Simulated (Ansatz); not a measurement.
**Phonon dispersion of CoSi2**

All numbers below come from Ansatz 0.2.0, DFT PBE, scalar-relativistic, plane waves, PAW. Settings: 420 eV plane-wave cutoff, Γ-centred 14×14×14 mesh, Fermi-Dirac smearing of 0.15 eV. No spin polarisation. Phonons by linear response, acoustic sum rule imposed.

The cell, relaxed at this level:
```
CELL_PARAMETERS angstrom
0.00000 2.68100 2.68100
2.68100 0.00000 2.68100
2.68100 2.68100 0.00000
ATOMIC_POSITIONS crystal
Co 0.00000 0.00000 0.00000
Si 0.25000 0.25000 0.25000
Si 0.75000 0.75000 0.75000
```

It was relaxed at this level from a cell as deposited in COD. In a metal, frequencies and elastic constants depend on the k mesh and the smearing, soft modes and shear constants most. The q mesh is coarse, so values between its points are rough.

Force constants from linear response on a 2×2×2 q mesh.

Question: Is the structure dynamically stable on this mesh?

Answer: Yes, on this mesh: no mode is imaginary.

Question: Give the frequencies (cm⁻¹; i marks imaginary ones) at the irreducible q points, in fractions of the reciprocal vectors.

Answer:
```tsv
q	star	frequencies
0.000 0.000 0.000	1	0 0 0 325 325 325 329 329 329
0.000 0.000 -0.500	4	110 110 294 309 309 336 347 353 353
0.000 -0.500 -0.500	3	178 178 258 268 268 281 368 374 374
```
